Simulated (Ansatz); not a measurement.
From the elastic tensor of LiGa at 2 GPa (stress–strain coefficients) to moduli and sound speeds

Theory: DFT LDA, scalar-relativistic, plane waves, PAW in Ansatz. Cutoff 420 eV, 12×12×12 k-points (Γ-centred), Fermi-Dirac smearing of 0.15 eV. No spin polarisation.

Symmetry: Fd-3m, No. 227, cubic system. Conventional cell: a = 5.986 Å, b = 5.986 Å, c = 5.986 Å, α = 90.00°, β = 90.00°, γ = 90.00°. Li (site symmetry -43m) is surrounded by 4 Ga at 2.59 Å and 4 Li at 2.59 Å. Ga (site symmetry -43m) is surrounded by 4 Ga at 2.59 Å and 4 Li at 2.59 Å.

In a metal, frequencies and elastic constants depend on the k mesh and the smearing, soft modes and shear constants most.

Relaxed-ion constants (GPa, on the Cartesian axes of the calculation):
C11 = 91.2, C12 = 48.6, C13 = 48.6, C22 = 91.2, C23 = 48.6, C33 = 91.2, C44 = 66.5, C55 = 66.5, C66 = 66.5 GPa; the others vanish.

Density 4.748 g/cm³; 4 atoms in 53.62 Å³.

The values that follow are for a polycrystal of randomly turned grains, by Hill's mean where one number stands. In a crystal this anisotropic the Voigt and Reuss bounds lie far apart, so Hill's mean and the sound speeds and Debye temperature from it are rough.

With S = C⁻¹: B_V = (C11+C22+C33+2(C12+C13+C23))/9, G_V = (C11+C22+C33−C12−C13−C23+3(C44+C55+C66))/15, 1/B_R = S11+S22+S33+2(S12+S13+S23), 15/G_R = 4(S11+S22+S33−S12−S13−S23)+3(S44+S55+S66); Hill is their mean. Then v_l = √((B+4G/3)/ρ), v_t = √(G/ρ), v_m = [(2/v_t³+1/v_l³)/3]^(−1/3) and Θ = (ħ/k_B)·v_m·(6π²n/V)^(1/3) for n atoms in the volume V; E = 9BG/(3B+G), ν = (3B−2G)/(2(3B+G)) and A^U = 5G_V/G_R + B_V/B_R − 6.

- Bulk modulus, Voigt / Reuss / Hill: 62.8 / 62.8 / 62.8 GPa
- Shear modulus, Voigt / Reuss / Hill: 48.4 / 36.0 / 42.2 GPa
- Young's modulus: 103 GPa
- Poisson ratio: 0.225
- Pugh ratio B/G: 1.49
- Universal anisotropy index: 1.73
- Longitudinal and transverse sound speeds: 5007 and 2981 m/s
- Debye temperature from the mean sound speed: 414 K

Cost: 1 run of about 1.9 core-minutes, on Arm Neoverse V2 (shared hosts).